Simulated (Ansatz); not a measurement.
## As$_{2}$Se: do energies and stresses tell the same story?

Theory: DFT r2SCAN, scalar-relativistic, plane waves, PAW (Ansatz).

Settings: cutoff 500 eV, Γ-centred mesh 8×8×8 on the computed 6-atom cell, Gaussian smearing of 0.10 eV; no spin polarisation.

Relaxed cell: I4_1/amd, a = 7.028 Å, b = 7.028 Å, c = 5.244 Å, α = 90.00°, β = 90.00°, γ = 90.00°, 6 atoms in the primitive cell. Whether it is the stable form of this composition wasn't checked.

Energies at zero smearing and pressures from the stress tensor, at volumes with shape and atoms relaxed:
| V (Å³/atom) | E − E(first) (meV/atom) | P (GPa) |
| --- | --- | --- |
| 20.291 | 0.00 | 5.15 |
| 20.938 | -15.07 | 2.38 |
| 21.586 | -19.72 | 0.00 |
| 22.234 | -15.46 | -2.04 |
| 22.881 | -3.59 | -3.78 |

Problem. Check P = −dE/dV between neighbouring volumes, and get the bulk modulus from the pressures alone.

Solution. With 1 eV/Å³ = 160.2 GPa:
```
middle V (Å³/atom)  −ΔE/ΔV (GPa) mean P (GPa)
            20.615         3.729         3.764
            21.262         1.149         1.190
            21.910        -1.054        -1.018
            22.557        -2.937        -2.907
```

The two differ by 0.04 GPa at most. The mean of two end pressures misses the average over a step by about ΔV² P″/12, up to 0.03 GPa here; with that taken off 0.01 GPa remains. Around V = 21.586 Å³/atom, the two neighbours give B = −V ΔP/ΔV = 21.586 × 4.42 / 1.295 = 73.6 GPa, against B0 = 73.3 GPa from the Birch–Murnaghan fit of the energies.